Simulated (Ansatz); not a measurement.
CuCl (zinc blende, F-43m), a = b = c = 5.2075 Å, α = β = γ = 90.00°; the cell used has 2 atoms.

Relaxed with LDA.

**Question.** Give the optical modes at the zone centre with their infrared and Raman activity from DFPT, the program Ansatz at the LDA level (PAW).

**Answer.** Transverse frequencies, without the LO–TO term; a row sums one degenerate level.

```json
[
 {"ω (cm⁻¹)": "190", "degeneracy": "3", "IR ((D/Å)²/amu)": "3.07", "Raman (Å⁴/amu)": "120", "activity": "IR+Raman", "symmetry": "T2"}
]
```

**Question.** How high does the top mode go among those that the LO–TO term moves?

**Answer.** 217 cm⁻¹ for q along x.

The cell was relaxed with LDA under the symmetry of its start. No spin polarisation was allowed.

Potentials: the earlier of the program's two PAW sets. The files were generated under PBE; for other functionals the program regenerates the frozen cores, and for LDA and PBEsol the local potential too.
